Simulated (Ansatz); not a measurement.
The start is a generated trial cell of GaCuSe2 in the AFLOW prototype AB2C_oC16_63_c_2c_c (as in SrCuO2). A full variable-cell relaxation at zero pressure is run with r2SCAN (plane waves to 500 eV, PAW, scalar-relativistic; Ansatz, a first-principles code). The first steps use a coarse 6×6×5 k-mesh.

Starting cell:
```yaml
crystal:
  lattice:
    - [2.05150, -9.37257, 0.00000]
    - [2.05150, 9.37257, 0.00000]
    - [0.00000, 0.00000, 4.49438]
  atoms:
    - { symbol: Cu, position: [0.93891, 0.06109, 0.75000] }
    - { symbol: Cu, position: [0.06109, 0.93891, 0.25000] }
    - { symbol: Se, position: [0.05580, 0.94420, 0.75000] }
    - { symbol: Se, position: [0.94420, 0.05580, 0.25000] }
    - { symbol: Se, position: [0.82080, 0.17920, 0.75000] }
    - { symbol: Se, position: [0.17920, 0.82080, 0.25000] }
    - { symbol: Ga, position: [0.66904, 0.33096, 0.75000] }
    - { symbol: Ga, position: [0.33096, 0.66904, 0.25000] }
```

### Question
What pressure does the first self-consistent step give?

### Answer
+8 GPa (positive: the cell is compressed).

### Question
What is the largest force in the starting geometry, and on which atom (counted from 1)?

### Answer
About 1.6 eV/Å, on Se5, Se6 (atoms numbered as listed).

### Question
By how much does the energy per atom fall from start to end?

### Answer
0.14 to 0.15 eV/atom (the two k-meshes of the run give this range).

### Question
How does the volume per atom move from start to end?

### Answer
+1.2 %, from 21.60 to 21.86 Å³/atom.

### Question
How do the shortest distances between atoms change?

### Answer
The closest pairs of elements (up to four, under 3.6 Å), start → end: Cu–Se 2.19 → 2.33 Å; Ga–Se 2.84 → 2.70 Å; Se–Se 3.07 → 3.01 Å; Cu–Cu 3.21 → 3.60 Å.

### Question
Is the relaxed structure metallic? Give its gap.

### Answer
Zero (metallic).

### Question
Write out the relaxed structure.

### Answer

Space group Cmcm (No. 63); a = 3.704 Å, b = 20.597 Å, c = 4.584 Å, α = β = γ = 90.00°

```
atom  site  symmetry       x       y       z
----  ----  --------  ------  ------  ------
Cu      4c       m2m  0.0000  0.0673  0.7500
Se      4c       m2m  0.0000  0.0473  0.2500
Se      4c       m2m  0.0000  0.1819  0.7500
Ga      4c       m2m  0.0000  0.6869  0.2500
```
(The calculation used a cell of 8 atoms; values per cell refer to that cell.)

The space group stays Cmcm (No. 63) (the run could not lower it); the end is AFLOW prototype AB2C_oC16_63_c_2c_c (as in SrCuO2), with 8 atoms in the primitive cell. Final values are on a 13×13×10 k-mesh of the relaxed cell. No spin polarisation in the result.

The run could not lose the symmetry of its start: the end is stationary, and may be a saddle point rather than a minimum.

The relaxed structure here is a generated cell of GaCuSe2: the first start was made by placing the elements on the sites of a structure type, and the end was not matched to a known phase here, so it may be hypothetical. Known forms of GaCuSe2 include space group No. 122.
